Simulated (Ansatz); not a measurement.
ZnS (space group R3m)

```
ZnS
1.0
    1.89188     1.09228     9.29991
   -1.89188     1.09228     9.29991
    0.00000    -2.18456     9.29991
Zn S
3 3
Direct
  0.00001   0.00001   0.00001
  0.77770   0.77770   0.77770
  0.55543   0.55543   0.55543
  0.91674   0.91674   0.91674
  0.47217   0.47217   0.47217
  0.69460   0.69460   0.69460
```

The relaxed cell is deformed in two ways at once: its volume V is scaled, and at that volume it is stretched along z (the c axis of the conventional cell) so that c/a changes. Fractional atomic positions are held.

The numbers are results of PBEsol (plane waves to 420 eV, PAW, scalar-relativistic; Ansatz, a program for electronic structure), not measurements. k mesh 10×10×10 (Γ-centred), Fermi-Dirac smearing 0.05 eV. Stress and pressure are positive under compression. As the atoms are clamped, bonds stretch with the cell, which overstates energies and stresses. This is one of several known forms of ZnS; the measured ambient cells at hand have space group No. 186 or 216. ZnS was relaxed with its symmetry unable to fall.

At one point of the scan the stress tensor (GPa) is:

```
   -3.6      0.0      0.0
    0.0     -3.6      0.0
    0.0      0.0     -1.0
```

### Question
Which point is it?
A. V/V₀ = 1.040, (c/a)/(c/a)₀ = 0.980
B. V/V₀ = 1.040, (c/a)/(c/a)₀ = 1.020
C. V/V₀ = 1.080, (c/a)/(c/a)₀ = 1.020
D. V/V₀ = 1.040, (c/a)/(c/a)₀ = 1.040

### Answer
A, V/V₀ = 1.040, (c/a)/(c/a)₀ = 0.980

(Under strain, the slope of the energy per volume gives the stress and its curvature an elastic modulus.)
